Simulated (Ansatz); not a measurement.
The elements of this relaxed trial crystal are hidden behind letters.

```
lattice vectors (Å)
   2.9207   -3.1535    0.0000
   2.9207    3.1535    0.0000
   0.0000    0.0000    3.0116
fractional positions
X 0.5000 0.0000 0.5000
X 0.0000 0.5000 0.5000
Z 0.2177 0.2177 0.0000
Z 0.7823 0.7823 0.0000
Z 0.0000 0.0000 0.5000
Q 0.5000 0.5000 0.0000
```

Level of theory: DFT PBE, scalar-relativistic, plane waves, PAW in Ansatz. Plane waves to 420 eV, a 10×10×12 mesh through Γ for the 6-atom cell and 0.10 eV Gaussian smearing; no spin polarisation.

| Property | Result |
| --- | --- |
| Space group | Cmmm (No. 65) |
| Conventional cell | a = 5.841 Å, b = 6.307 Å, c = 3.012 Å |
| Volume per atom | 9.25 Å³ |
| Density | 4.79 g/cm³ |
| Energy over the elements | −0.20 eV/atom |
| Gap on the 10×10×12 mesh of the 6-atom cell | 0 eV (the bands overlap slightly) |

Energies are uncorrected and count from the elements' standard states at the same level.

**Question.** X is a p-block element of period 3, Z is an s-block element of period 1 and Q is a d-block element of period 5. Which elements are they?

**Answer.** X = Al, Z = H, Q = Rh, so the formula is Al2H3Rh. Density times volume gives a mean mass of 4.79 × 9.25/1.6605 = 26.7 u per atom, and this set has 26.6 u. Al is surrounded by 6 H at 2.15–2.19 Å and 4 Rh at 2.62 Å; around H on a site of symmetry 2mm lie 1 Rh at 1.65 Å, 2 H at 1.97 Å and 4 Al at 2.19 Å; around Rh lie 2 H at 1.65 Å and 8 Al at 2.62 Å; 1 more site not described. Other sets within the hints have nearly the same mass, so mass alone doesn't settle it; this one was computed.

The zero gap may come from the functional, which often closes small gaps, or the cell may be a true semimetal. Symmetry constrained the relaxation, so the result can be a saddle point.
